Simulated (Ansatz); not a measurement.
**Structures of Zn2P: which is lowest?**

Plane-wave DFT in Ansatz with scalar-relativistic PAW potentials, cutoff 420 eV, Γ-centred meshes chosen by cell and gap, Gaussian smearing with energies taken to zero width. Every cell was relaxed (cell and atoms) in a run of its own, within the symmetry of its start. Functional: PBE.

Relaxed structures (starts from databases or built by putting these elements on another compound's sites):
A. I4/mmm, 3 atoms in the computed cell, a = 3.539 Å, c = 7.626 Å; sites (symmetry × multiplicity) Zn 4mm × 4, P 4/mmm × 2; start: built
B. P4/nmm, 6 atoms in the computed cell, a = 4.080 Å, c = 6.086 Å; sites (symmetry × multiplicity) Zn -4m2 × 2 + 4mm × 2, P 4mm × 2; start: built

**Question.** Rank them by energy. Could pressure change the order?

**Answer.**
| structure | group | E − E(lowest) (meV/atom) | V (Å³/atom) | gap on mesh (eV) |
| --- | --- | --- | --- | --- |
| B | P4/nmm | 0.0 | 16.88 | 0.00 |
| A | I4/mmm | 102 | 15.92 | 0.00 |

B is lowest, 102 meV/atom under A. A is denser by 0.96 Å³/atom, so pressure favours it: ΔE/ΔV, with ΔE in eV and 1 eV/Å³ = 160.2 GPa, gives about 17 GPa for equal enthalpy if both cells were rigid; at such pressures compression changes ΔV much, so this is a scale only. Other structures may lie lower than all of these, and vibrations aren't counted.